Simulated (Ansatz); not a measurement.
**Two states of NiF**

```
CELL_PARAMETERS angstrom
1.68019 2.91018 0.00000
-1.68019 2.91018 0.00000
0.00000 0.00000 4.06089
ATOMIC_POSITIONS crystal
Ni 0.00000 0.00000 0.00000
Ni 0.00000 0.00000 0.50000
F 0.33333 0.33334 0.25000
F 0.66666 0.66667 0.75000
```

Method: r2SCAN, with U = 3.23 eV and J = 0.52 eV on Ni d (all-electron-ortho-atomic projectors); PAW, plane waves to 500 eV, 8×8×6 Γ-centred mesh, fermi-dirac occupations (width 0.1 eV) (Ansatz 0.2.0), atoms fixed.

State A: Ni1 up, Ni2 down (collinear spin). State B: Ni1 up, Ni2 up (collinear spin).

Question: Compare the two self-consistent states.

Answer: State B is lower by 11.4 meV an atom at zero smearing; in free energy at this smearing B lies -12.5 meV an atom from A.

```csv
state,free energy (meV/atom),largest moment in a small sphere (μB),net moment (μB/cell),gap on mesh (eV),pressure (GPa),largest force (eV/Å)
A,12.5,0.97,0.00,metal,34.5,0.15
B,0.0,1.03,2.26,metal,34.8,0.30
```

Origin: a known structure type with other elements, at an estimated volume, so it need not be a known compound. Caveats: the state breaks the symmetry of the cell; another magnetic order, which this cell may not hold, can open a gap; atoms or cell far from equilibrium.
